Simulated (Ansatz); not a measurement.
# In3Se: iterations to self-consistency

These are results of DFT PBEsol, scalar-relativistic, plane waves, PAW in Ansatz 0.2.0, not measurements.

```
In Se
1.0
     4.80376    0.00000    0.00000
     0.00000    4.80376    0.00000
     0.00000    0.00000    4.80376
In Se
3 1
Direct
  0.00000 0.50000 0.50000
  0.50000 0.00000 0.50000
  0.50000 0.50000 0.00000
  0.00000 0.00000 0.00000
```

```
plane-wave cutoff : 420 eV
Γ-centred k-mesh  : 10×10×10
occupation rule   : Gaussian smearing, 0.1 eV
spin treatment    : unpolarised
```

Each run starts from superposed atomic densities and uses the program's default quasi-Newton mixer with a history of 8, at most 120 iterations and the default threshold on the density residual; only the mixing preconditioner differs.

```
mixing preconditioner iterations converged density residual (eV) at iterations 1, 3, 5
                 none           8        yes                            1.2 0.027 3.2e-05
               kerker           9        yes                             1.2 0.027 0.0002
           kerker-dos           7        yes                            1.2 0.018 2.4e-05
         local-kerker           7        yes                            1.2 0.013 5.3e-05
```

Cost: 4 runs of about 0.97 core-minutes in all, on Arm Neoverse V1 (shared hosts).